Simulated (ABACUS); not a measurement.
Worked example: self-consistent single point of In2GaAs3 (I-4m2, 12 atoms in the cell; from Materials Project mp-1223859, changed as shown) in ABACUS.

All values come from this method and carry its errors: ABACUS with LDA (PW92), numerical atomic orbitals SZP (confined pseudo-atomic orbitals with Gaussian additions; energy shift 0.003 Ry), PseudoDojo 0.4 standard norm-conserving LDA (tails mended) pseudopotentials.

The change in words: lattice scaled by 0.98. Reference geometry (I-4m2):
```xyz
12
Lattice="4.2804 0.0000 0.0000 0.0000 4.2804 0.0000 0.0000 0.0000 18.1201" Properties=species:S:1:pos:R:3 pbc="T T T"
In     0.0000     0.0000     6.1021
In     2.1402     2.1402     2.9579
In     2.1402     2.1402    15.1622
In     0.0000     0.0000    12.0180
Ga     0.0000     0.0000     0.0000
Ga     2.1402     2.1402     9.0601
As     2.1402     0.0000     4.5300
As     0.0000     2.1402     1.3675
As     0.0000     2.1402     7.6925
As     0.0000     2.1402    13.5901
As     2.1402     0.0000    10.4276
As     2.1402     0.0000    16.7526
```

Reference input (self-consistent single point, DFT, LDA (PW92), numerical atomic orbitals SZP (confined pseudo-atomic orbitals with Gaussian additions; energy shift 0.003 Ry), PseudoDojo 0.4 standard norm-conserving LDA (tails mended) pseudopotentials): basis = SZP numerical atomic orbitals, energy shift 0.003 Ry; KPT = Gamma 6 6 2 0 0 0; basis_type = lcao; dft_functional = PWLDA; ecutwfc = 100 Ry; smearing_method = fd; smearing_sigma = 0.00734986 Ry; potentials = PseudoDojo 0.4 standard norm-conserving LDA (tails mended); symmetry = 1; symmetry_prec = 1e-05; ks_solver = genelpa; scf_nmax = 100. This run's input differs from it in these lines:

```diff
@@ -35,5 +35,5 @@
 LATTICE_VECTORS
-   4.2803700000    0.0000000000    0.0000000000
-   0.0000000000    4.2803700000    0.0000000000
-   0.0000000000    0.0000000000   18.1201300000
+   4.1947630000    0.0000000000    0.0000000000
+   0.0000000000    4.1947630000    0.0000000000
+   0.0000000000    0.0000000000   17.7577270000
```

Output, abridged:

```
 SELF-CONSISTENT
 -------------------------------------------

                  longest orb rcut (Bohr) = 9.7
   longest nonlocal projector rcut (Bohr) = 2.42
                     search radius (Bohr) = 24.2

                          real space grid = [ 54, 54, 216 ]

                                 init_chg = atomic

 LCAO ALGORITHM --------------- ION=   1  ELEC=   1--------------------------------

 Density error is 0.035813757347
 E_KohnSham     -2107.0324797976     -28667.6475963178
 E_Fermi        0.5668952867         7.7130060686

 LCAO ALGORITHM --------------- ION=   1  ELEC=   2--------------------------------

   [... lines left out ...]

   [... 4 blocks of this kind left out ...]

 LCAO ALGORITHM --------------- ION=   1  ELEC=   7--------------------------------

 Density error is 3.49812869349e-06
 E_KohnSham     -2107.0973953581     -28668.5308178291
 E_Fermi        0.5862115693         7.9758175757

 LCAO ALGORITHM --------------- ION=   1  ELEC=   8--------------------------------

 Density error is 3.30860581338e-07
 E_KohnSham     -2107.0973953584     -28668.5308178329
 E_KS(sigma->0) -2107.0969996861     -28668.5254344358
 E_entropy(-TS) -0.0007913445        -0.0107667943
 E_Fermi        0.5862127872         7.9758341463
 charge density convergence is achieved
 final etot is -28668.530818 eV
 EFERMI = 7.9758341463 eV

 STATE ENERGY(eV) AND OCCUPATIONS    NSPIN == 1
   [... 98 lines left out ...]

 TOTAL-FORCE (eV/Angstrom)
                       In1         0.0000000000         0.0000000000         0.0792095883
                       In2         0.0000000000         0.0000000000        -0.0792095883
                       In3         0.0000000000         0.0000000000         0.0792095883
                       In4         0.0000000000         0.0000000000        -0.0792095883
                       Ga1         0.0000000000         0.0000000000         0.0000000000
                       Ga2         0.0000000000         0.0000000000         0.0000000000
                       As1         0.0000000000         0.0000000000         0.0000000000
   [... lines left out ...]

 TOTAL-STRESS (KBAR)
         7.6907031194         0.0000000000         0.0000000000
         0.0000000000         7.6907031194         0.0000000000
         0.0000000000         0.0000000000         9.2352118896
 TOTAL-PRESSURE: 8.205539 KBAR

 --------------------------------------------
 !FINAL_ETOT_IS -28668.5308178329141811 eV
 --------------------------------------------
```

The run converged in 8 iterations. Against the reference run the free energy falls by 9.4 meV/atom and the pressure goes from -2.47 to 0.82 GPa.

The atom-centred basis is finite, which shifts total energies and pressures against plane waves. A single-zeta basis is rough, for pressures and forces above all. The structure comes from a collection of computed structures, made at another level of theory; the collection holds predicted forms beside known ones. No clean gap shows at this smearing width and mesh (spacing up to 0.25 Å⁻¹); the mesh is coarse for partly filled bands, so the values carry mesh errors. Semi-local functionals can close small gaps.

Cost on one core: about 60 core-seconds (a rough figure).

The atomic orbitals were generated for these runs; they are not ABACUS's published sets and were checked against plane waves on a few crystals only.

“Tails mended”: in these copies of the files the far tail of each local potential was reset to the Coulomb form.
